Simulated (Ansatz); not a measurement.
**Property card for HfTeSe**

HfTeSe:
```
HfTeSe
1.0
    3.74114     0.00000     0.00000
   -1.87057     3.23992     0.00000
    0.00000     0.00000     6.31740
Hf Te Se
1 1 1
Cartesian
  0.00000   0.00000   6.19564
  1.87057   1.07997   1.73606
  0.00000   2.15995   4.70316
```

Space group P3m1 (No. 156); conventional cell a = 3.7411 Å, b = 3.7411 Å, c = 6.3174 Å, α = 90.00°, β = 90.00°, γ = 120.00°.

Method: LDA (plane waves, PAW; program Ansatz). Geometry: relaxed at this level of theory. Other levels are named where they apply.

Cell and energy:

| Item | Result |
|---|---|
| Volume per atom | 25.52 Å³ |
| Density | 8.35 g/cm³ |
| Formation energy from the elements (no fitted shifts) | -1.06 eV/atom |

Electronic structure:

| Item | Result |
|---|---|
| Electronic character | metallic (no gap) |
| Density of states at the Fermi level | 0.24 states/eV per atom (mean over ±0.08 eV) |

Mechanics:

| Item | Result |
|---|---|
| Bulk modulus (Birch–Murnaghan fit) | 297 kbar |
| Pressure derivative B′ | 9.7 |

Phonons:

| Item | Result |
|---|---|
| Highest zone-centre frequency | 208 cm⁻¹ |
| Zone-centre stability | no imaginary mode at Γ |

The first step of the workflow began from a Materials Project structure, measured or hypothetical; the Crystallography Open Database copy checked does not list it. Its standing as an ambient phase is unchecked. The LDA relaxation kept the symmetry of its start. No spin polarisation was allowed. A crystal of weakly bound layers computed without a dispersion correction: the cell and the soft elastic constants depend strongly on that. As this level gives no gap, phonon frequencies hold no LO–TO term and depend on the k-mesh and smearing (Fermi–Dirac, 0.1 eV here). The references are the lowest solids computed at this level, not always the standard phases. Scalar-relativistic: spin–orbit coupling is off unless named, which matters more the heavier the elements.

Potentials: the later of the program's two PAW sets.
